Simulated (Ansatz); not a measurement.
## Relaxation path: zincblende InAs (110), 3 layers

DFT, r2SCAN, PAW with Ansatz's default frozen-core files, scalar-relativistic (Ansatz 0.2.0); a Γ-centred 6×4×1 k mesh, Fermi–Dirac smearing of 0.02 eV, no spin polarisation. The run relaxes the atoms in the fixed cell.

Command: `ansatz run input.yaml --threads 2 --pin off --max-ram 4096MiB --backend cpu --events-out ev --progress --plain --runs-dir out` It took 120 s on 2 threads of Intel(R) Xeon(R) 6975P-C (Granite Rapids), on a shared host, peak memory 1.6 GiB.

```yaml
crystal:
  lattice:
    - [4.319952591, 0.0, 0.0]
    - [0.0, 6.1093355429, 0.0]
    - [0.0, 0.0, 20.32]
  atoms:
    - { symbol: In, position: [0.25, 0.125, 0.393701954] }
    - { symbol: As, position: [0.75, 0.875, 0.393701954] }
    - { symbol: In, position: [0.75, 0.625, 0.5] }
    - { symbol: As, position: [0.25, 0.375, 0.5] }
    - { symbol: In, position: [0.25, 0.125, 0.606298046] }
    - { symbol: As, position: [0.75, 0.875, 0.606298046] }
kpoints:
  mp_grid: { grid: [6, 4, 1] }
scf:
  occupations: { method: fermi_dirac, width: 0.02 }
hamiltonian:
  xc: r2scan
  pseudopotentials: { kind: paw }
output:
  forces: true
  stress: true
  eigenvalues: true
relax:
  f_tol: 0.01
  max_steps: 40
efield:
  axis: 3
  amplitude: 0
  dipole_correction: true
```

Each step lists its free energy a cell above the last geometry, and Cartesian positions (Å) with forces (eV/Å).

The first step:

```
step 1  dF = 1208.67 meV
  In 1.0800 0.7637 8.0000   0.0000 -1.0924 0.7750
  As 3.2400 5.3457 8.0000   0.0000 0.4076 -1.2146
  In 3.2400 3.8183 10.1600   0.0000 0.5918 0.0000
  As 1.0800 2.2910 10.1600   0.0000 0.7777 0.0000
  In 1.0800 0.7637 12.3200   0.0000 -1.0924 -0.7750
  As 3.2400 5.3457 12.3200   0.0000 0.4076 1.2146
```

The PAW files were made under PBE.

Q: Where does the relaxation end, and by which steps?

A: After 6 geometries, with a shortest distance of 2.618 Å. The further steps:
```
step 2  dF = 317.10 meV
  In 1.0800 0.6261 8.1380   0.0000 -0.1420 0.8255
  As 3.2400 5.3495 7.8181   0.0000 -0.2101 -0.5014
  In 3.2400 3.9629 10.1600   0.0000 0.5265 0.0001
  As 1.0800 2.4139 10.1600   0.0000 0.1783 -0.0001
  In 1.0800 0.6261 12.1820   0.0000 -0.1421 -0.8254
  As 3.2400 5.3495 12.5019   0.0000 -0.2101 0.5014
step 3  dF = 22.22 meV
  In 1.0800 0.5526 8.3172   0.0000 0.1183 0.2901
  As 3.2400 5.3253 7.7431   0.0000 -0.1102 0.0033
  In 3.2400 4.0649 10.1600   0.0000 0.2272 0.0007
  As 1.0800 2.5072 10.1600   0.0000 -0.2415 -0.0010
  In 1.0800 0.5526 12.0028   0.0000 0.1173 -0.2895
  As 3.2400 5.3253 12.5769   0.0000 -0.1106 -0.0042
step 4  dF = 1.73 meV
  In 1.0800 0.5373 8.3956   0.0000 0.0702 -0.0343
  As 3.2400 5.3204 7.7552   0.0000 -0.0309 0.0239
  In 3.2400 4.0945 10.1601   0.0000 0.0091 -0.0011
  As 1.0800 2.5188 10.1599   0.0000 -0.0894 0.0010
  In 1.0800 0.5370 11.9244   0.0000 0.0716 0.0333
  As 3.2400 5.3201 12.5648   0.0000 -0.0303 -0.0229
step 5  dF = 0.33 meV
  In 1.0800 0.5455 8.3737   0.0000 0.0288 0.0352
  As 3.2400 5.3165 7.7545   0.0000 -0.0149 -0.0107
  In 3.2400 4.0976 10.1598   0.0000 -0.0330 0.0010
  As 1.0800 2.5071 10.1601   0.0000 0.0048 -0.0002
  In 1.0800 0.5452 11.9464   0.0000 0.0286 -0.0348
  As 3.2400 5.3161 12.5655   0.0000 -0.0143 0.0095
step 6  dF = 0.00 meV
  In 1.0800 0.5466 8.3802   0.0000 -0.0015 0.0004
  As 3.2400 5.3159 7.7556   0.0000 0.0014 0.0030
  In 3.2400 4.0935 10.1599   0.0000 0.0039 0.0002
  As 1.0800 2.5095 10.1601   0.0000 -0.0037 0.0000
  In 1.0800 0.5466 11.9399   0.0000 -0.0014 -0.0006
  As 3.2400 5.3158 12.5643   0.0000 0.0013 -0.0030
step 7  dF = 0.00 meV  (same geometry, solved once more)
  In 1.0800 0.5466 8.3802   0.0000 -0.0015 0.0004
  As 3.2400 5.3159 7.7556   0.0000 0.0014 0.0030
  In 3.2400 4.0935 10.1599   0.0000 0.0039 0.0002
  As 1.0800 2.5095 10.1601   0.0000 -0.0037 0.0000
  In 1.0800 0.5466 11.9399   0.0000 -0.0014 -0.0006
  As 3.2400 5.3158 12.5643   0.0000 0.0013 -0.0030
```
